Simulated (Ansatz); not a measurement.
**C₃S₇O: input, output and frames of a trajectory**

All numbers below come from DFT PBEsol, scalar-relativistic, plane waves, PAW in Ansatz. Settings: plane waves to 420 eV, k-mesh 4×2×1 (shifted by 0.5, 0.5, 0.0 steps), Fermi–Dirac smearing 0.1 eV. The mesh is coarse. No spin polarisation.

22 atoms, starting at 1.06 times the perfect crystal's volume (space group P-1); Langevin thermostat at 1200 K (friction 0.02 fs⁻¹), fixed cell; 127 steps of 2 fs. The run is short and not equilibrated.

Self-consistency was reached.

The run took 11 min on 4 threads of Arm Neoverse V1 (shared host), peak memory 1 GiB.

Command:
```bash
ansatz run input.yaml --threads 4 --pin off --max-ram 9216MiB --backend cpu --events-out ev --progress --plain --runs-dir out
```

Input:
```yaml
crystal:
  lattice:
    - [4.4178404238, -0.1350795842, -0.0026181248]
    - [-0.0477902253, 9.2213028322, -0.063877632]
    - [1.6211623374, 2.5545626392, 11.7148116748]
  atoms:
    - { symbol: C, position: [0.7764846203, 0.4149264749, 0.2178408052] }
    - { symbol: C, position: [0.4338582044, 0.6919199955, 0.8105042447] }
    - { symbol: C, position: [0.6825453756, 0.3370849592, 0.3141823384] }
    - { symbol: C, position: [0.3892827818, 0.7705569106, 0.7129568435] }
    - { symbol: C, position: [0.3506534101, 0.5314988613, 0.3463568908] }
    - { symbol: C, position: [0.6978473019, 0.4913610056, 0.5592778922] }
    - { symbol: S, position: [0.8243638259, 0.1495137051, 0.3430277374] }
    - { symbol: S, position: [0.0490950406, 0.8957413717, 0.6990089606] }
    - { symbol: S, position: [1.0088823517, 0.8109426043, 0.2761642736] }
    - { symbol: S, position: [0.4914098729, 0.0933751161, 0.566708964] }
    - { symbol: S, position: [1.0964354435, 1.0092444988, 0.1702415312] }
    - { symbol: S, position: [0.5560777744, 0.0828736677, 0.7325649576] }
    - { symbol: S, position: [0.8116100845, 0.2124238276, 0.1035489627] }
    - { symbol: S, position: [0.6387451628, 0.833325168, 1.017242401] }
    - { symbol: S, position: [1.0165047633, 0.3962016524, 0.0834334914] }
    - { symbol: S, position: [0.331064435, 0.7115554692, 0.9389224062] }
    - { symbol: S, position: [0.5993195316, 0.5839187434, 0.2039630167] }
    - { symbol: S, position: [0.7650750323, 0.6248310886, 0.8010545241] }
    - { symbol: S, position: [0.3584293827, 0.3561400988, 0.3964104098] }
    - { symbol: S, position: [0.4789644427, 0.8184580137, 0.575171819] }
    - { symbol: O, position: [0.3148253123, 0.6461765199, 0.3933328927] }
    - { symbol: O, position: [0.7275038938, 0.6137704256, 0.5502532752] }
basis:
  ecutwfc: 420
kpoints:
  mp_grid: { grid: [4, 2, 1], shift: [0.5, 0.5, 0.0] }
hamiltonian:
  xc: pbesol
scf:
  occupations: { method: fermi_dirac, width: 0.1034 }
  lower_state_search: "off"
  convergence: { dr2_threshold: 1.0e-07 }
output:
  forces: true
  stress: true
md:
  timestep: 2.0
  n_steps: 127
  ensemble: nvt_langevin
  temperature: 1200.0
  initial_velocities: maxwell_boltzmann
  seed: 75555
  friction: 0.02
```

Output (its end):
```
...
Fermi energy:    3.140682 eV
--- Per-component energies (eV) ---
  E_band       = -542.783968
  E_kinetic    = 2364.666509
  E_local      = -5940.956751  (includes V_loc(G=0)·N_el)
  E_nonlocal   = 673.124028
  E_hartree    = 2141.855250
  E_xc         = -1760.151521
  E_vxc        = -1741.874117  (∫ρ·V_xc dr)
  E_paw        = -9054.321608  (= ΣΔE_a)
  E_vpaw       = -181.461416  (= ΣTr[D̂ρ^β])
  E_aug_tail   = 0.004952  (compensation charges beyond the density's cutoff)
  E_ewald      = -3402.137799
  E_core_change = 1.064469  (= ΣΔE_core)
  E_smearing   = -0.274041  (= −TS)
  E_closure    = 0.000000  (closes the sum)
  Σ components = -14977.126512   (vs F -14977.126512, Δ=0.00e0)
--- Forces (eV/Å), atoms counted from 1 ---
  atom   1  C      0.72179055    -4.43426912     1.96905651
  atom   2  C     -1.09837598     0.30960171    -0.52657498
  atom   3  C     -0.50184062     1.84882633    -0.56188309
  atom   4  C      0.00773398     0.10325357     2.39377245
  atom   5  C     -1.34491651     1.78741143     1.10791878
  atom   6  C      0.66697696    -1.36284788     0.52385592
  atom   7  S     -0.01709413     0.51163978    -0.61843958
  atom   8  S      0.43209070     0.82523374    -1.26181519
  atom   9  S     -1.22110737    -0.94267138     1.20696996
  atom  10  S      0.05282575    -0.11303475     0.08325758
  atom  11  S      1.86476531     0.12748220     1.21027635
  atom  12  S     -0.11262241    -0.66126863    -0.00597988
  atom  13  S     -0.79043810     0.81227592    -2.36667597
  atom  14  S      0.19584238    -0.33763794    -0.75204040
  atom  15  S      0.53354347    -0.90653628    -0.48557267
  atom  16  S      0.27203502    -0.56281232     1.10801667
  atom  17  S     -0.58787361     4.04192022    -1.25982855
  atom  18  S      0.20732860    -0.18634311     0.39768473
  atom  19  S      0.78872718    -1.67491014    -0.03725196
  atom  20  S      0.02681047     0.48793101    -0.86179125
  atom  21  O      0.55292082    -0.71472563    -0.42090066
  atom  22  O     -0.64908099     1.04141616    -0.84209599
  max |Σ_I F_I| component: 6.51e-5 eV/Å
--- Stress (GPa, compression-positive) ---
        2.480640      -0.441900      -0.150209
       -0.441900       3.317855      -1.115767
       -0.150210      -1.115767       3.952765
  P = ⅓ Tr σ = 3.2504 GPa (32.504 kbar)
--- MD trajectory: 127 steps, t = 0.0 → 254.0 fs ---
  final state: T = 1407.1 K   F+E_penalty+E_count = -14977.12651215 eV   E_kin = 4.001516 eV
```

Frames along the run (Å, eV/Å; dE is the potential energy from the first frame):

```xyz
22
Lattice="4.418 -0.135 -0.003 -0.048 9.221 -0.064 1.621 2.555 11.715" Properties=species:S:1:pos:R:3:forces:R:3 pbc="T T T" time_fs=0.00 dE_eV=0.0000 T_K=1146
C     3.764    4.278    2.523    1.354    5.974   -6.489
C     3.198    8.392    9.450    1.493   -0.676   -0.412
C     3.509    3.819    3.657    0.816   -6.974    4.902
C     2.839    8.874    8.302   -4.082    3.018   -3.528
C     2.085    5.739    4.023    1.882    6.793   -1.235
C     3.966    5.865    6.519   -0.170   -3.089    0.405
S     4.191    2.144    4.007   -0.465    0.907    0.935
S     1.307   10.039    8.131   -0.187   -1.085    0.355
S     4.866    8.047    3.181   -0.358    1.516   -0.917
S     3.085    2.242    6.632    0.670    0.146    1.175
S     5.072    9.593    1.927    0.693   -0.907    0.538
S     3.640    2.560    8.575    0.302   -0.354   -1.365
S     3.743    2.114    1.197   -2.510   -4.898   -1.170
S     4.431   10.197   11.862   -1.258   -0.616   -1.839
S     4.607    3.729    0.949    0.956    2.638    2.125
S     2.951    8.915   10.953   -1.035    2.476    5.615
S     2.950    5.825    2.351   -0.594    0.027    0.132
S     4.649    7.705    9.342    3.956   -1.917   -0.331
S     2.209    4.248    4.620   -0.985   -1.993    2.602
S     3.009    8.952    6.684   -0.417    1.035   -0.185
O     1.998    6.921    4.566   -1.156   -3.528   -0.785
O     4.077    6.967    6.405    1.097    1.510   -0.527
22
Lattice="4.418 -0.135 -0.003 -0.048 9.221 -0.064 1.621 2.555 11.715" Properties=species:S:1:pos:R:3:forces:R:3 pbc="T T T" time_fs=28.00 dE_eV=-2.7436 T_K=1844
C     3.973    4.385    2.589   -0.803    3.024   -3.085
C     3.490    8.715    9.265    1.606   -2.578    4.289
C     3.651    3.696    3.625   -2.070   -3.524    5.841
C     2.724    9.094    8.276   -1.234    0.641   -4.231
C     2.362    6.067    3.971    0.451   -4.207   -1.696
C     4.292    5.579    6.487    0.179   -0.239    0.224
S     4.303    1.992    4.167   -0.492    2.732   -0.602
S     1.204    9.870    8.126    0.466   -0.126    0.044
S     4.687    8.298    3.225   -0.771    0.287   -0.365
S     3.412    2.419    6.561   -0.218   -0.476    0.299
S     5.147    9.695    2.008    0.788    0.030   -0.030
S     3.524    2.432    8.487    0.166    0.499   -0.192
S     3.693    1.711    1.332   -0.437    0.880   -1.260
S     4.445   10.234   11.870   -1.121   -0.032   -0.935
S     4.629    3.678    1.189    0.417   -1.254   -0.466
S     2.875    9.160   11.166    1.254    0.401   -1.319
S     2.912    5.951    2.309    1.865   -1.599   -0.023
S     4.786    7.545    9.334   -1.437    1.691   -0.120
S     2.145    4.278    4.623    2.295    0.590   -0.820
S     2.936    8.975    6.486   -0.172    1.001    1.834
O     1.840    7.026    4.361   -0.931    2.379    2.639
O     4.057    6.599    6.052    0.200   -0.119   -0.027
22
Lattice="4.418 -0.135 -0.003 -0.048 9.221 -0.064 1.621 2.555 11.715" Properties=species:S:1:pos:R:3:forces:R:3 pbc="T T T" time_fs=56.00 dE_eV=-3.1839 T_K=1848
C     3.741    4.403    2.721    3.582   -1.576   -5.397
C     3.401    8.544    9.449    1.125   -0.621    0.966
C     3.680    3.579    3.722   -3.550    1.247    4.085
C     2.895    9.160    8.300   -0.855   -0.274   -2.174
C     2.254    5.821    3.872    0.040    3.076    1.892
C     4.788    5.200    6.508   -0.751    2.016   -0.306
S     4.381    2.261    4.254    1.598   -2.695   -0.611
S     1.295    9.870    8.083    1.258    0.002   -0.450
S     4.561    8.498    3.157   -0.120   -0.772    0.282
S     3.826    2.559    6.504   -0.355   -0.657    2.098
S     5.316    9.879    2.076   -0.872    0.114   -0.002
S     3.468    2.230    8.411   -0.244    0.781    0.232
S     3.685    1.476    1.217    1.099    1.563   -0.465
S     4.438   10.223   11.779   -0.502    0.446   -0.357
S     4.641    3.647    1.385   -0.171   -0.607   -0.680
S     2.823    9.300   11.097    0.223   -0.156   -0.817
S     3.037    5.787    2.253   -1.395    1.411    0.282
S     4.703    7.471    9.665   -1.064    0.990   -0.599
S     2.295    4.309    4.747    0.309   -0.510    0.199
S     2.945    8.991    6.459   -0.151    0.016    2.492
O     1.993    6.892    4.452   -0.093   -2.060   -1.252
O     4.266    6.201    6.269    0.888   -1.734    0.582
22
Lattice="4.418 -0.135 -0.003 -0.048 9.221 -0.064 1.621 2.555 11.715" Properties=species:S:1:pos:R:3:forces:R:3 pbc="T T T" time_fs=84.00 dE_eV=-3.3947 T_K=1659
C     3.880    4.251    2.751    1.864   -0.965   -3.496
C     3.526    8.360    9.621   -0.876    0.443   -1.120
C     3.610    3.695    3.920    0.297   -2.511    1.204
C     3.115    8.871    8.381   -1.535    1.211   -1.984
C     2.488    5.775    3.991   -1.510    1.498    1.375
C     5.052    5.083    6.625   -2.875    4.197   -0.700
S     4.421    2.220    4.196   -0.232   -0.861    0.245
S     1.544    9.827    7.798   -0.298    0.604    2.482
S     4.402    8.626    3.257   -0.237   -1.413    0.630
S     4.093    2.623    6.551   -0.168   -0.824    2.159
S     5.332    9.960    2.315   -0.275    0.213   -0.483
S     3.604    2.255    8.450   -0.207    0.658   -0.141
S     3.886    1.580    1.111    0.723    0.747   -0.430
S     4.457   10.249   11.663   -1.841   -0.314   -0.531
S     4.798    3.408    1.191   -1.174    0.955    1.589
S     2.666    9.322   10.923    1.921    0.660    0.633
S     3.114    5.650    2.328   -0.787    1.362   -0.340
S     4.656    7.214    9.947    0.393   -0.119   -0.089
S     2.329    4.263    4.983    1.474    0.230   -1.470
S     2.864    9.059    6.603    2.417   -2.262   -0.108
O     2.155    6.813    4.514    0.063    0.135   -0.591
O     4.346    6.010    6.377    2.863   -3.644    1.166
22
Lattice="4.418 -0.135 -0.003 -0.048 9.221 -0.064 1.621 2.555 11.715" Properties=species:S:1:pos:R:3:forces:R:3 pbc="T T T" time_fs=112.00 dE_eV=-4.9302 T_K=1826
C     3.958    4.098    2.552   -2.057    1.143    1.903
C     3.514    8.217    9.396    0.929   -0.457    1.725
C     3.732    3.544    3.806    0.504   -0.577   -0.259
C     2.969    8.722    8.264   -0.655    0.044    1.160
C     2.650    5.978    4.118    0.663   -4.019   -2.908
C     5.294    5.258    6.520   -1.948    2.080    0.072
S     4.506    2.108    4.377   -0.506    0.462   -0.390
S     1.552    9.960    7.887    1.542   -1.106   -0.019
S     4.356    8.546    3.408   -0.017   -0.411   -0.527
S     4.516    2.528    6.933   -0.206    0.041    0.431
S     5.293    9.852    2.358   -0.064    0.039    0.250
S     3.530    2.480    8.637    0.188   -0.025   -0.460
S     4.138    1.583    0.854   -0.238   -0.221    0.325
S     4.159   10.334   11.493    2.366    1.910    1.209
S     4.795    3.463    1.290    1.931   -0.337   -2.080
S     2.843    9.311   10.744   -2.713   -2.009   -1.139
S     3.087    5.598    2.265    0.395    0.196    0.800
S     4.648    7.082   10.049   -0.971    1.044   -1.299
S     2.556    4.239    4.847    0.232    1.298    0.469
S     3.052    8.931    6.649   -0.362    0.703   -1.216
O     2.218    7.020    4.394   -0.857    1.883    1.563
O     4.468    6.068    6.417    1.844   -1.682    0.391
22
Lattice="4.418 -0.135 -0.003 -0.048 9.221 -0.064 1.621 2.555 11.715" Properties=species:S:1:pos:R:3:forces:R:3 pbc="T T T" time_fs=142.00 dE_eV=-4.2037 T_K=1206
C     3.862    3.930    2.386   -1.836    1.712    3.660
C     3.372    8.200    9.396    1.028   -0.607   -0.922
C     3.668    3.370    3.722   -0.071    1.513   -1.959
C     2.706    8.591    8.169    0.289    0.390    2.158
C     2.391    5.732    3.805    1.177    1.903    0.746
C     5.386    5.661    6.060   -1.902    2.202    0.852
S     4.410    2.020    4.399    0.057    0.178   -0.184
S     1.487    9.901    8.065    0.761   -1.267    1.012
S     4.262    8.458    3.524   -0.592   -0.646   -0.312
S     4.735    2.419    7.133   -2.230    1.262    0.799
S     5.230    9.620    2.397    0.773    0.789   -0.462
S     3.369    2.614    8.678    1.343   -0.549   -1.947
S     4.419    1.793    0.567   -0.196   -1.029    0.108
S     4.204   10.622   11.389   -1.369   -1.442   -0.912
S     4.931    3.620    1.168    1.223   -0.871   -1.022
S     2.774    9.282   10.565   -0.149    2.108    2.355
S     3.195    5.633    2.257    0.045   -0.987   -0.412
S     4.639    7.165    9.837   -0.547    0.363   -0.799
S     2.622    4.331    4.773    0.267   -1.888    0.463
S     3.132    8.940    6.636    0.646    0.273   -1.696
O     2.034    6.813    4.342    0.013   -1.395   -1.422
O     4.666    6.542    6.292    1.270   -2.013   -0.102
22
Lattice="4.418 -0.135 -0.003 -0.048 9.221 -0.064 1.621 2.555 11.715" Properties=species:S:1:pos:R:3:forces:R:3 pbc="T T T" time_fs=170.00 dE_eV=-4.3895 T_K=1141
C     3.962    3.933    2.518   -1.389    0.575    0.926
C     3.453    8.247    9.374    0.153    0.535    0.887
C     3.555    3.331    3.787    0.593    2.454   -3.594
C     2.776    8.644    8.264   -0.298    1.214   -1.751
C     2.599    5.709    3.801    0.416   -3.799    0.510
C     5.189    5.869    5.769    0.042   -1.093    0.061
S     4.361    2.083    4.275    2.331   -4.168    1.540
S     1.447    9.733    8.208    0.952   -0.170    0.572
S     4.337    8.458    3.501    0.282    0.870   -1.220
S     4.596    2.294    7.231   -0.177    0.491   -1.205
S     5.419    9.543    2.271   -0.280   -0.361    0.354
S     3.314    2.715    8.547   -0.501    0.301    0.502
S     4.587    1.840    0.411   -0.276   -1.212    0.477
S     3.995   10.863   11.196    1.272    1.211    0.065
S     5.060    3.552    1.240    0.306    0.067    0.594
S     2.769    9.537   10.713   -1.814   -2.300   -0.181
S     3.303    5.522    2.289    1.199   -0.430   -1.326
S     4.687    7.220    9.627    0.496   -0.373    0.324
S     2.542    4.098    4.856   -1.020    2.170   -0.169
S     3.069    9.115    6.576   -0.166   -0.584    0.793
O     1.987    6.656    4.083   -1.693    3.762    1.151
O     4.879    6.846    6.241   -0.427    0.840    0.690
22
Lattice="4.418 -0.135 -0.003 -0.048 9.221 -0.064 1.621 2.555 11.715" Properties=species:S:1:pos:R:3:forces:R:3 pbc="T T T" time_fs=198.00 dE_eV=-4.2457 T_K=1291
C     3.862    3.961    2.393   -0.084   -2.611    2.678
C     3.811    8.438    9.305   -1.644   -1.151   -0.358
C     3.492    3.273    3.679    2.180    0.306   -2.152
C     2.931    8.808    8.236    1.184    0.764   -1.729
C     2.428    5.690    3.866    0.838    2.236   -2.371
C     4.954    5.833    5.968   -0.104   -3.938   -0.336
S     4.414    1.961    4.409   -1.600    1.309   -0.966
S     1.454    9.600    8.505    1.299    0.827    0.483
S     4.501    8.474    3.281   -0.219    0.331   -0.290
S     4.572    2.158    7.179   -1.189    0.163    0.037
S     5.627    9.588    2.240   -0.022   -0.121   -1.068
S     3.290    2.858    8.454    0.582   -0.435   -0.384
S     4.782    1.678    0.299   -0.139   -0.818    1.214
S     3.920   11.068   11.198   -1.334   -1.303   -0.424
S     5.146    3.285    1.408    0.518    1.283   -0.317
S     2.659    9.475   10.819    1.936    0.308   -0.065
S     3.442    5.584    2.298   -0.546    0.350   -0.128
S     4.887    7.104    9.399   -1.274    1.305    0.706
S     2.412    4.182    4.617   -1.053   -0.789    2.111
S     3.222    9.103    6.458    0.102    0.102    2.197
O     1.929    6.799    4.071    0.726   -1.714    0.118
O     4.940    6.924    6.120   -0.155    3.598    1.045
22
Lattice="4.418 -0.135 -0.003 -0.048 9.221 -0.064 1.621 2.555 11.715" Properties=species:S:1:pos:R:3:forces:R:3 pbc="T T T" time_fs=226.00 dE_eV=-4.8534 T_K=1628
C     3.940    3.632    2.445   -0.948    1.128    1.903
C     3.784    8.466    9.213    2.193   -1.752    2.312
C     3.476    3.170    3.722    1.051    0.646   -1.522
C     3.259    9.088    8.147   -1.676    0.171   -0.487
C     2.615    5.868    3.646   -1.120   -0.225    1.041
C     5.009    5.722    6.491    0.083   -1.097    0.203
S     4.210    1.833    4.573   -0.792    0.825   -1.070
S     1.739    9.595    8.765   -0.294    0.843   -0.335
S     4.655    8.476    3.186   -0.162    0.825   -0.542
S     4.423    2.237    7.082    0.568   -0.499   -0.798
S     5.800    9.603    2.121   -0.112   -0.514    0.114
S     3.195    3.070    8.223   -0.692   -0.068    0.504
S     4.978    1.379    0.402   -0.546   -1.367    0.075
S     3.735   11.143   11.402    0.241   -1.155   -0.845
S     5.159    3.070    1.420    0.831    2.170    0.422
S     3.074    9.330   10.850   -0.125   -0.102   -0.562
S     3.645    5.693    2.284    0.379   -2.032   -0.510
S     4.952    7.231    9.297   -0.693    1.597    0.486
S     2.308    4.192    4.493    0.114    0.809    0.298
S     3.506    9.118    6.483    0.208    1.127    0.360
O     2.034    6.877    4.058    1.436   -1.742   -0.579
O     4.858    6.819    6.295    0.057    0.412   -0.466
22
Lattice="4.418 -0.135 -0.003 -0.048 9.221 -0.064 1.621 2.555 11.715" Properties=species:S:1:pos:R:3:forces:R:3 pbc="T T T" time_fs=254.00 dE_eV=-5.6315 T_K=1407
C     4.004    3.756    2.535    0.722   -4.434    1.969
C     3.862    8.384    9.311   -1.098    0.310   -0.527
C     3.483    3.088    3.695   -0.502    1.849   -0.562
C     3.113    8.983    8.196    0.008    0.103    2.394
C     2.823    5.664    3.666   -1.345    1.787    1.108
C     5.068    5.554    6.689    0.667   -1.363    0.524
S     4.015    1.686    4.484   -0.017    0.512   -0.618
S     1.802    9.803    8.956    0.432    0.825   -1.262
S     4.724    8.752    3.081   -1.221   -0.943    1.207
S     4.291    2.247    6.904    0.053   -0.113    0.083
S     5.963    9.683    2.032    1.865    0.127    1.210
S     3.018    3.133    8.029   -0.113   -0.661   -0.006
S     5.126    0.960    0.438   -0.790    0.812   -2.367
S     3.577   11.175   11.445    0.196   -0.338   -0.752
S     5.204    3.247    1.456    0.534   -0.907   -0.486
S     3.329    9.075   10.818    0.272   -0.563    1.108
S     3.810    5.322    2.300   -0.588    4.042   -1.260
S     5.019    7.235    9.347    0.207   -0.186    0.398
S     2.321    4.242    4.528    0.789   -1.675   -0.037
S     3.644    9.149    6.664    0.027    0.488   -0.862
O     2.398    6.773    3.997    0.553   -0.715   -0.421
O     4.634    6.527    6.342   -0.649    1.041   -0.842
```